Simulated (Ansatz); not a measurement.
Geometry optimisation in Ansatz: input, command and trajectory.

```yaml
crystal:
  lattice:
    - [2.1838534888, -5.3843500865, 0.0]
    - [2.1838534888, 5.3843500865, 0.0]
    - [0.0, 0.0, 3.9184198647]
  atoms:
    - { symbol: "Y", position: [0.1399748841, 0.8600251159, 0.25] }
    - { symbol: "Y", position: [0.8600251159, 0.1399748841, 0.75] }
    - { symbol: Si, position: [0.4242880957, 0.5757119043, 0.25] }
    - { symbol: Si, position: [0.5757119043, 0.4242880957, 0.75] }
basis:
  ecutwfc: 500
kpoints:
  mp_grid: { grid: [10, 10, 12] }
hamiltonian:
  xc: r2scan
scf:
  occupations: { method: gaussian, width: 0.1 }
output:
  forces: true
  stress: true
  eigenvalues: true
  write_density: true
  write_potential: true
  elf: true
  volumetric_format: npy
relax:
  adjacent_minimum: "off"
  f_tol: 0.01
  max_steps: 30
  cell: { stress_tol: 0.1, fix: [volume] }
```

```bash
ansatz run input.yaml --threads 1 --pin off --max-ram 2560MiB --backend cpu --events-out ev --progress --plain --runs-dir out
```

All numbers below come from Ansatz, DFT r2SCAN, scalar-relativistic, plane waves, PAW.

The volume is held at 1.06 times that of the relaxed cell.

Of 4 frames 3 are shown, positions in Å and forces in eV/Å; the SCF threshold varies from step to step. Steps run on the plane waves of an earlier cell, with a Pulay correction in the pressure. The basis is chosen afresh for the last frame, the zero of the energies, and at times for earlier ones too; energy and pressure step there, also at an unchanged geometry. The mark taken_back stands on steps that the optimiser undid.

```xyz
4
Lattice="2.1839 -5.3844 0.0000 2.1839 5.3844 0.0000 0.0000 0.0000 3.9184" Properties=species:S:1:pos:R:3:forces:R:3 pbc="T T T" step=1 free_energy_over_end_meV_per_atom=0.04 pressure_GPa=-4.82
Y     2.1839    3.8770    0.9796    0.0000    0.0350    0.0000
Y     2.1839   -3.8770    2.9388    0.0000   -0.0350    0.0000
Si    2.1839    0.8153    0.9796    0.0000   -0.0023    0.0000
Si    2.1839   -0.8153    2.9388    0.0000    0.0023    0.0000
4
Lattice="2.1839 -5.3867 0.0000 2.1839 5.3867 0.0000 0.0000 0.0000 3.9166" Properties=species:S:1:pos:R:3:forces:R:3 pbc="T T T" step=2 free_energy_over_end_meV_per_atom=0.06 pressure_GPa=-4.78 taken_back
Y     2.1839    3.8887    0.9791    0.0000   -0.0440    0.0000
Y     2.1839   -3.8887    2.9374    0.0000    0.0440    0.0000
Si    2.1839    0.8165    0.9791    0.0000    0.0035    0.0000
Si    2.1839   -0.8165    2.9374    0.0000   -0.0035    0.0000
4
Lattice="2.1827 -5.3872 0.0000 2.1827 5.3872 0.0000 0.0000 0.0000 3.9184" Properties=species:S:1:pos:R:3:forces:R:3 pbc="T T T" step=4 free_energy_over_end_meV_per_atom=0.00 pressure_GPa=-4.80
Y     2.1827    3.8834    0.9796    0.0000   -0.0001    0.0000
Y     2.1827   -3.8834    2.9388    0.0000    0.0001    0.0000
Si    2.1827    0.8159    0.9796    0.0000    0.0011    0.0000
Si    2.1827   -0.8159    2.9388    0.0000   -0.0011    0.0000
```

Time: 2.9 min on 1 thread of Intel(R) Xeon(R) Platinum 8375C CPU @ 2.90GHz (Ice Lake), with other jobs on the host, peak memory 1 GiB.